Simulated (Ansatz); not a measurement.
Consider the following.

BAs:
```
BAs
1.0
    2.93969     0.00000     0.00000
    0.00000     2.93969     0.00000
    0.00000     0.00000     2.93969
B As
1 1
Cartesian
  0.00000   0.00000   0.00000
  1.46985   1.46985   1.46985
```

This is the PBE-relaxed structure.

All from the program Ansatz at the PBE level (PAW), unless another level is named. Give the electronic character.

metallic (no gap).

And the density of states at the Fermi level?

0.44 states/eV per atom (mean over ±0.08 eV).

Predict the formation energy from the elements (no fitted shifts).

1.52 eV/atom.

Space group Pm-3m (CsCl type). A made-up cell: these elements were put on the sites of a structure type; neither database checked (COD, Materials Project) lists it. It is not the phase usual at ambient conditions (space group No. 216). The PBE relaxation kept the symmetry of its start; whether a distortion lowers the energy is not shown. The references are the lowest solids computed at this level, not always the standard phases. Spin–orbit coupling is left out wherever it is not named.

Potentials: the later of the program's two PAW sets.
